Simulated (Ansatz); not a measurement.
Method: DFT PBE, scalar-relativistic, plane waves, PAW (Ansatz). Settings of the last relaxation (12-atom cell): 420 eV, 6×6×4 k points, Gaussian smearing of 0.02 eV, no spin polarisation.

Formation energies are uncorrected and count from the elements' standard states at the same level.

Task: Find a candidate trigonal semiconductor that holds Zn and 2 more elements, with a gap near 2.3 eV, a formation energy near −1.02 eV/atom and a density near 3.29 g/cm³, in a cell of 12 atoms.

Result: MgZn2S3, space group P31m (No. 157). Mg is surrounded by 4 S at 2.44–2.47 Å; Zn on a site of symmetry m is surrounded by 4 S at 2.36–2.38 Å; around Zn on a site of symmetry 3m lie 4 S at 2.34–2.38 Å; around S on a site of symmetry 3m lie 4 Zn at 2.38 Å; 2 more sites not described.

Space group P31m (No. 157). a = 6.776 Å, b = 6.776 Å, c = 6.382 Å, α = 90.00°, β = 90.00°, γ = 120.00°
| atom | site | symmetry | x | y | z |
| --- | --- | --- | --- | --- | --- |
| Mg | 2b | 3.. | 0.6667 | 0.3333 | 0.9985 |
| Zn | 3c | ..m | 0.3301 | 0.0000 | 0.5002 |
| Zn | 1a | 3.m | 0.0000 | 0.0000 | 0.9996 |
| S | 1a | 3.m | 0.0000 | 0.0000 | 0.3717 |
| S | 2b | 3.. | 0.6667 | 0.3333 | 0.3856 |
| S | 3c | ..m | 0.3231 | 0.0000 | 0.8699 |

| Property | Result |
| --- | --- |
| Volume per atom | 21.15 Å³ |
| Density | 3.29 g/cm³ |
| Formation energy | −1.015 eV/atom |
| Gap on the 6×6×4 mesh of the 12-atom cell | 2.34 eV |

It was reached by relaxing an invented guess, and it needn't be the stable form of this composition. The answer needn't be unique; the calculation gave this one.

Kohn–Sham gaps at this level usually fall short of measured ones. The reference form of S is held partly by dispersion forces, which this level lacks. A later test with randomly moved atoms came back to the same energy, though modes that don't fit the test's cell weren't probed.
